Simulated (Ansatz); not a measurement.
# Ta (P6_3/mmc), clamped-ion strain scan

Method: DFT r2SCAN, scalar-relativistic, plane waves, PAW (Ansatz 0.2.0). The runs took a 500 eV cutoff, a Γ-centred 24×24×12 mesh and Gaussian smearing (0.15 eV). Spin–orbit coupling is left out, which can shift energies with elements as heavy as these. No spin polarisation. Energies are free energies at this smearing, counted from the undisturbed cell; pressure is positive in compression.

The starting cell (relaxed at this level; with this scan's settings it stands at 0.1 GPa; this form isn't the usual structure):

```
Ta
1.0
     2.88799    0.00000    0.00000
    -1.44399    2.50107    0.00000
     0.00000    0.00000    5.11811
Ta
2
Direct
  0.66667 0.33333 0.75000
  0.33333 0.66667 0.25000
```

The cell is strained by ε times the Voigt pattern (1, 1, 0, 0, 0, 0) (xx, yy, zz, yz, xz, xy; engineering shear) with fractional coordinates fixed. The cell is metallic on the mesh throughout.

```
      ε  ΔE (meV/atom)
-0.1000          727.4
-0.0500          159.9
 0.0000            0.0
 0.0250           32.1
 0.0750          256.8
```

**Question.** Predict the stress summed along the pattern (GPa, tension positive) at each point.

**Answer.**
```csv
ε,"stress summed along the pattern (GPa, tension positive)"
-0.1000,-160.12
-0.0500,-61.79
0.0000,-0.22
0.0250,21.24
0.0750,49.93
```

Cost: 5 runs of about 3.9 core-minutes in all, on Intel Xeon Processor @ 2.50GHz (Skylake/Cascade Lake) (shared hosts).